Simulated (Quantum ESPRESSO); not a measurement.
## In3Zn2Zr2Mo (finding a planted mistake in a log)

Simulated, not a measurement. The program is pw.x of Quantum ESPRESSO 7.5 (plane-wave density functional theory). The cell is made up: eight metal atoms on a hexagonal close-packed lattice, with elements, volume, strain and displacements drawn at random and not relaxed, so it may be unstable or far from any real phase. PseudoDojo standard norm-conserving files set the functional (PBE unless stated); there is no spin polarisation or spin-orbit coupling, the Fermi-Dirac width of 0.25 eV means electrons at about 2900 K, and the masses in the input are unused placeholders. A spin test at this wide smearing found no moment, but such smearing suppresses magnetism that the real alloy may have.

Intended input:

```
&control calculation='scf', pseudo_dir='./dojo.nc.sr.pbe.v0_5.standard.upf', outdir='./o', disk_io='minimal', tprnfor=.true., tstress=.true. /
&system ibrav=0, nat=8, ntyp=4, nbnd=71, ecutwfc=84.00895049, nosym=.true., tot_charge=0,
 occupations='smearing', smearing='fd', degauss=0.0183746611
/
&electrons conv_thr=1.470e-08, electron_maxstep=70, mixing_beta=0.5 /
ATOMIC_SPECIES
In 1.0 In.upf
Mo 1.0 Mo.upf
Zn 1.0 Zn.upf
Zr 1.0 Zr.upf
CELL_PARAMETERS angstrom
4.5925 -2.6515 0.0
-3.0617 0.0 -4.9878
3.0617 5.303 0.0
ATOMIC_POSITIONS angstrom
In 0.0508 0.1143 0.01
In 1.3581 2.6993 0.0087
Zn 0.0002 1.7978 -2.5639
Zn 1.5365 4.3776 -2.632
Zr 2.9739 0.1202 0.0441
Zr 4.4814 2.5757 -0.0924
Mo 1.5945 -0.8974 -2.5054
In 3.0093 1.5889 -2.424
K_POINTS automatic
5 5 4 1 1 1
```

The log is shortened where brackets say so; the opening notice, blank lines, dates and the lines on written files are dropped, and the path of the files is cut. It prints rydbergs, bohrs and kilobars, and counts compression as positive stress. Its total energy is the free energy E - TS of the whole cell.

Log of the intended run:

```
     Program PWSCF v.7.5
     Parallel version (MPI & OpenMP), running on       4 processor cores
     Number of MPI processes:                 4
     Threads/MPI process:                     1
     [start-up lines left out]
     bravais-lattice index     =            0
     lattice parameter (alat)  =      10.0212  a.u.
     unit-cell volume          =    1092.9904 (a.u.)^3
     number of atoms/cell      =            8
     number of atomic types    =            4
     number of electrons       =       117.00
     number of Kohn-Sham states=           71
     kinetic-energy cutoff     =      84.0090  Ry
     charge density cutoff     =     336.0358  Ry
     scf convergence threshold =      1.5E-08
     mixing beta               =       0.5000
     number of iterations used =            8  plain     mixing
     Exchange-correlation= PBE
                           (   1   4   3   4   0   0   0)
     [axes and pseudopotential details left out]
   Cartesian axes
     site n.     atom                  positions (alat units)
         1        In     tau(   1) = (   0.0095795   0.0215540   0.0018857  )
         2        In     tau(   2) = (   0.2561017   0.5090165   0.0016406  )
         3        Zn     tau(   3) = (   0.0000377   0.3390175  -0.4834836  )
         4        Zn     tau(   4) = (   0.2897432   0.8254994  -0.4963255  )
         5        Zr     tau(   5) = (   0.5607988   0.0226665   0.0083161  )
         6        Zr     tau(   6) = (   0.8450733   0.4857088  -0.0174242  )
         7        Mo     tau(   7) = (   0.3006805  -0.1692259  -0.4724521  )
         8        In     tau(   8) = (   0.5674743   0.2996245  -0.4571022  )
     number of k points=    50  Fermi-Dirac smearing, width (Ry)=  0.0184
                       cart. coord. in units 2pi/alat
        k(    1) = (   0.1407290   0.0437491  -0.1927036), wk =   0.0400000
        k(    2) = (   0.2489821   0.2312476  -0.2591534), wk =   0.0400000
     [further k points left out]
     Dense  grid:   113729 G-vectors     FFT dimensions: (  60,  72,  72)
     Estimated max dynamical RAM per process >     394.40 MB
     Estimated total dynamical RAM >       1.46 GB
     Initial potential from superposition of free atoms
     starting charge     116.9819, renormalised to     117.0000
     Starting wfcs are   77 randomized atomic wfcs
     total cpu time spent up to now is       13.9 secs
     per-process dynamical memory:   317.2 Mb
     Self-consistent Calculation
     iteration #  1     ecut=    84.01 Ry     beta= 0.50
     Davidson diagonalization with overlap
     ethr =  1.00E-02,  avg # of iterations =  3.5
     total cpu time spent up to now is       41.0 secs
     total energy              =   -1576.76131933 Ry
     estimated scf accuracy    <       2.00379966 Ry
     iteration #  2     ecut=    84.01 Ry     beta= 0.50
     Davidson diagonalization with overlap
     ethr =  1.71E-03,  avg # of iterations =  4.2
     total cpu time spent up to now is       66.1 secs
     total energy              =   -1576.73927024 Ry
     estimated scf accuracy    <      15.42446240 Ry
     [iterations 3 to 11 left out]
     iteration # 12     ecut=    84.01 Ry     beta= 0.50
     Davidson diagonalization with overlap
     ethr =  7.19E-10,  avg # of iterations =  2.9
     total cpu time spent up to now is      273.1 secs
     total energy              =   -1577.89462165 Ry
     estimated scf accuracy    <       0.00000003 Ry
     iteration # 13     ecut=    84.01 Ry     beta= 0.50
     Davidson diagonalization with overlap
     ethr =  2.52E-11,  avg # of iterations =  5.1
     total cpu time spent up to now is      300.3 secs
     End of self-consistent calculation
     [lines on levels left out]
!    total energy              =   -1577.89462166 Ry
     estimated scf accuracy    <          8.3E-09 Ry
     smearing contrib. (-TS)   =      -0.09135657 Ry
     internal energy E=F+TS    =   -1577.80326509 Ry
     The total energy is F=E-TS. E is the sum of the following terms:
     one-electron contribution =    -791.05754500 Ry
     hartree contribution      =     459.47701946 Ry
     xc contribution           =    -270.87718746 Ry
     ewald contribution        =    -975.34555209 Ry
     convergence has been achieved in  13 iterations
     Forces acting on atoms (cartesian axes, Ry/au):
     atom    1 type  1   force =    -0.03139945   -0.03032745   -0.02179813
     atom    2 type  1   force =     0.03269483    0.00885093   -0.00671993
     atom    3 type  3   force =    -0.01169467   -0.01420710    0.00513892
     atom    4 type  3   force =     0.00664488    0.01087697    0.01263084
     atom    5 type  4   force =    -0.01250040   -0.05203767    0.01992586
     atom    6 type  4   force =     0.02734899    0.06380259    0.00679890
     atom    7 type  2   force =    -0.01067728   -0.03119853    0.00731098
     atom    8 type  1   force =    -0.00041690    0.04424028   -0.02328745
     Total force =     0.126598     Total SCF correction =     0.000381
     Computing stress (Cartesian axis) and pressure
          total   stress  (Ry/bohr**3)                   (kbar)     P=       11.59
   0.00012995   0.00005414  -0.00005435           19.12        7.96       -8.00
   0.00005414   0.00009978   0.00002499            7.96       14.68        3.68
  -0.00005435   0.00002499   0.00000667           -8.00        3.68        0.98
     init_run     :      9.67s CPU     10.23s WALL (       1 calls)
     electrons    :    277.65s CPU    286.47s WALL (       1 calls)
     forces       :      2.91s CPU      2.95s WALL (       1 calls)
     stress       :      9.47s CPU      9.47s WALL (       1 calls)
     [timing details left out]
     PWSCF        :   5m 3.37s CPU   5m12.92s WALL
     JOB DONE.
```

A second run was made from an input with one planted mistake. Its log:

```
     Program PWSCF v.7.5
     Parallel version (MPI & OpenMP), running on       4 processor cores
     Number of MPI processes:                 4
     Threads/MPI process:                     1
     [start-up lines left out]
     bravais-lattice index     =            0
     lattice parameter (alat)  =      10.0212  a.u.
     unit-cell volume          =    1092.9904 (a.u.)^3
     number of atoms/cell      =            8
     number of atomic types    =            4
     number of electrons       =       117.00
     number of Kohn-Sham states=           71
     kinetic-energy cutoff     =      84.0090  Ry
     charge density cutoff     =     336.0358  Ry
     scf convergence threshold =      1.5E-08
     mixing beta               =       0.5000
     number of iterations used =            8  plain     mixing
     Exchange-correlation= PBE
                           (   1   4   3   4   0   0   0)
     [axes and pseudopotential details left out]
   Cartesian axes
     site n.     atom                  positions (alat units)
         1        Zr     tau(   1) = (   0.0095795   0.0215540   0.0018857  )
         2        In     tau(   2) = (   0.2561017   0.5090165   0.0016406  )
         3        Zn     tau(   3) = (   0.0000377   0.3390175  -0.4834836  )
         4        Zn     tau(   4) = (   0.2897432   0.8254994  -0.4963255  )
         5        In     tau(   5) = (   0.5607988   0.0226665   0.0083161  )
         6        Zr     tau(   6) = (   0.8450733   0.4857088  -0.0174242  )
         7        Mo     tau(   7) = (   0.3006805  -0.1692259  -0.4724521  )
         8        In     tau(   8) = (   0.5674743   0.2996245  -0.4571022  )
     number of k points=    50  Fermi-Dirac smearing, width (Ry)=  0.0184
                       cart. coord. in units 2pi/alat
        k(    1) = (   0.1407290   0.0437491  -0.1927036), wk =   0.0400000
        k(    2) = (   0.2489821   0.2312476  -0.2591534), wk =   0.0400000
     [further k points left out]
     Dense  grid:   113729 G-vectors     FFT dimensions: (  60,  72,  72)
     Estimated max dynamical RAM per process >     394.40 MB
     Estimated total dynamical RAM >       1.46 GB
     Initial potential from superposition of free atoms
     starting charge     116.9819, renormalised to     117.0000
     Starting wfcs are   77 randomized atomic wfcs
     total cpu time spent up to now is       12.0 secs
     per-process dynamical memory:   317.2 Mb
     Self-consistent Calculation
     iteration #  1     ecut=    84.01 Ry     beta= 0.50
     Davidson diagonalization with overlap
     ethr =  1.00E-02,  avg # of iterations =  3.5
     total cpu time spent up to now is       36.9 secs
     total energy              =   -1576.95173479 Ry
     estimated scf accuracy    <       1.59116287 Ry
     iteration #  2     ecut=    84.01 Ry     beta= 0.50
     Davidson diagonalization with overlap
     ethr =  1.36E-03,  avg # of iterations =  4.8
     total cpu time spent up to now is       63.2 secs
     total energy              =   -1576.85738480 Ry
     estimated scf accuracy    <      13.52922169 Ry
     [iterations 3 to 11 left out]
     iteration # 12     ecut=    84.01 Ry     beta= 0.50
     Davidson diagonalization with overlap
     ethr =  1.46E-09,  avg # of iterations =  2.6
     total cpu time spent up to now is      279.3 secs
     total energy              =   -1577.85396197 Ry
     estimated scf accuracy    <       0.00000002 Ry
     iteration # 13     ecut=    84.01 Ry     beta= 0.50
     Davidson diagonalization with overlap
     ethr =  2.02E-11,  avg # of iterations =  6.6
     total cpu time spent up to now is      311.4 secs
     End of self-consistent calculation
     [lines on levels left out]
!    total energy              =   -1577.85396199 Ry
     estimated scf accuracy    <          5.7E-09 Ry
     smearing contrib. (-TS)   =      -0.10068704 Ry
     internal energy E=F+TS    =   -1577.75327495 Ry
     The total energy is F=E-TS. E is the sum of the following terms:
     one-electron contribution =    -792.58711152 Ry
     hartree contribution      =     460.31667920 Ry
     xc contribution           =    -270.86685709 Ry
     ewald contribution        =    -974.61598553 Ry
     convergence has been achieved in  13 iterations
     Forces acting on atoms (cartesian axes, Ry/au):
     atom    1 type  4   force =    -0.04534757   -0.04074278   -0.01968287
     atom    2 type  1   force =     0.03520888    0.02382574   -0.00160815
     atom    3 type  3   force =    -0.00324311   -0.01942898    0.00724595
     atom    4 type  3   force =     0.00261929    0.01174529    0.01409619
     atom    5 type  1   force =    -0.00723521   -0.06278996    0.01273170
     atom    6 type  4   force =     0.04045236    0.08087775    0.01550922
     atom    7 type  2   force =    -0.02778568   -0.03356709    0.01263007
     atom    8 type  1   force =     0.00533104    0.04008002   -0.04092211
     Total force =     0.156973     Total SCF correction =     0.000176
     Computing stress (Cartesian axis) and pressure
          total   stress  (Ry/bohr**3)                   (kbar)     P=       15.55
   0.00024948   0.00001792  -0.00008663           36.70        2.64      -12.74
   0.00001792   0.00007872   0.00009251            2.64       11.58       13.61
  -0.00008663   0.00009251  -0.00001111          -12.74       13.61       -1.63
     init_run     :     11.05s CPU     11.72s WALL (       1 calls)
     electrons    :    290.64s CPU    299.38s WALL (       1 calls)
     forces       :      3.23s CPU      3.29s WALL (       1 calls)
     stress       :     10.46s CPU     10.47s WALL (       1 calls)
     [timing details left out]
     PWSCF        :   5m15.68s CPU   5m25.26s WALL
     JOB DONE.
```

Question: the log repeats what the program read. Compare it with the intended run: what was wrong in the second input?

Answer: two atoms have their elements exchanged. The input lines that differ:

```
- In 0.0508 0.1143 0.01
+ Zr 0.0508 0.1143 0.01
- Zr 2.9739 0.1202 0.0441
+ In 2.9739 0.1202 0.0441
```

|  | intended run | run with the mistake |
| --- | --- | --- |
| free energy (eV) | -21468.350 | -21467.797 |
| entropy term -TS, part of it (eV) | -1.243 | -1.370 |
| pressure (GPa) | 1.16 | 1.55 |
| size of the largest force component (eV/Å) | 1.640 | 2.079 |
| largest change of a force component (eV/Å) |  | 0.453 |
| iterations | 13 | 13 |

For scale, a rerun of the intended cell at a higher cutoff and on a denser mesh moved values by no more than 0.005 eV in energy, 0.04 GPa in stress and 0.008 eV/Å in force, and a second program with other atomic files agreed on that cell to 2 % rms in force and 0.5 GPa in pressure.